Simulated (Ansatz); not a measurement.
Mo3Ir:
```
Mo3Ir
1.0
    3.95364     0.00000     0.00000
    0.00000     3.95364     0.00000
    0.00000     0.00000     3.95364
Mo Ir
3 1
Direct
  0.00000   0.50000   0.50000
  0.50000   0.50000   0.00000
  0.50000   0.00000   0.50000
  0.00000   0.00000   0.00000
```

Relaxed with PBE. Special points in fractions of this cell's reciprocal vectors: Γ (0.000, 0.000, 0.000); X (0.000, 0.500, 0.000); M (0.500, 0.500, 0.000); R (0.500, 0.500, 0.500).

Problem. List the band energies nearest the Fermi level at these points for the program Ansatz at the PBE with spin–orbit coupling level (PAW).

Solution. In eV from the Fermi level; about four levels below and three above (degenerate sets whole), none deeper than 8.9 eV; points with the same levels are listed once.

```tsv
k	below	above
Γ	-1.61 -1.61 -1.61 -1.61 -1.28 -1.28	0.98 0.98 0.98 0.98
X	-1.76 -1.76 -0.11 -0.11	0.22 0.22 0.37 0.37
M	-1.95 -1.95 -1.66 -1.66	0.47 0.47 0.48 0.48
R	-1.09 -1.09 -1.09 -1.09 -0.98 -0.98	0.43 0.43 1.13 1.13 1.13 1.13
```

Space group Pm-3m (Cu3Au type). A made-up cell: these elements were put on the sites of a structure type; neither database checked (COD, Materials Project) lists it. Its standing as an ambient phase is unchecked. The PBE relaxation kept the symmetry of its start; whether a distortion lowers the energy is not shown. No spin polarisation was allowed.

Potentials: the earlier of the program's two PAW sets.
